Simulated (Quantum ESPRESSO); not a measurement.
Space group P6₃mc (No. 186); a = b = 3.184 Å, c = 5.187 Å, α = β = 90.00°, γ = 120.00°

| atom | site | symmetry | x | y | z |
|---|---|---|---|---|---|
| N | 2b | 3m. | 0.3333 | 0.6667 | 0.3758 |
| Ga | 2b | 3m. | 0.6667 | 0.3333 | 0.4992 |

Cell and atoms were relaxed with PBEsol from Materials Project entry mp-804, within its symmetry.

Task: What does PBEsol (Quantum ESPRESSO, PseudoDojo norm-conserving, 84 Ry, without SOC) give for the electronic structure near the Fermi level?

Result: The PBEsol gap is direct, 1.91 eV at Γ. Spin-orbit splittings are left out.
